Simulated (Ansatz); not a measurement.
Zn (diamond, Fd-3m) under volume change, the program Ansatz at the PBEsol level (PAW), scaled uniformly.

```json
[
 {"V (Å³/atom)": "20.548", "E − E(relaxed) (meV/atom)": "25.2", "P (GPa)": "4.38"},
 {"V (Å³/atom)": "21.226", "E − E(relaxed) (meV/atom)": "(withheld)", "P (GPa)": "(withheld)"},
 {"V (Å³/atom)": "21.903", "E − E(relaxed) (meV/atom)": "(withheld)", "P (GPa)": "(withheld)"},
 {"V (Å³/atom)": "22.581", "E − E(relaxed) (meV/atom)": "0.0", "P (GPa)": "0.00"},
 {"V (Å³/atom)": "23.258", "E − E(relaxed) (meV/atom)": "2.1", "P (GPa)": "-0.98"},
 {"V (Å³/atom)": "23.936", "E − E(relaxed) (meV/atom)": "8.0", "P (GPa)": "-1.78"},
 {"V (Å³/atom)": "24.613", "E − E(relaxed) (meV/atom)": "16.9", "P (GPa)": "-2.43"}
]
```

Problem. What belongs in the gaps?

Solution. 
- 21.226, E − E(relaxed) (meV/atom): 10.5
- 21.226, P (GPa): 2.64
- 21.903, E − E(relaxed) (meV/atom): 2.4
- 21.903, P (GPa): 1.19

Problem. What does a third-order Birch–Murnaghan fit give for V₀, B₀ and B′?

Solution. V₀ = 22.58 Å³/atom, B₀ = 35.8 GPa, B′ = 5.5.

The start of the workflow was typed in or built on a structure type; neither database checked (COD, Materials Project) lists it. It is not the phase usual at ambient conditions (space group No. 194). The PBEsol relaxation kept the symmetry of its start. At this level the phase is mechanically unstable.

Potentials: the later of the program's two PAW sets.
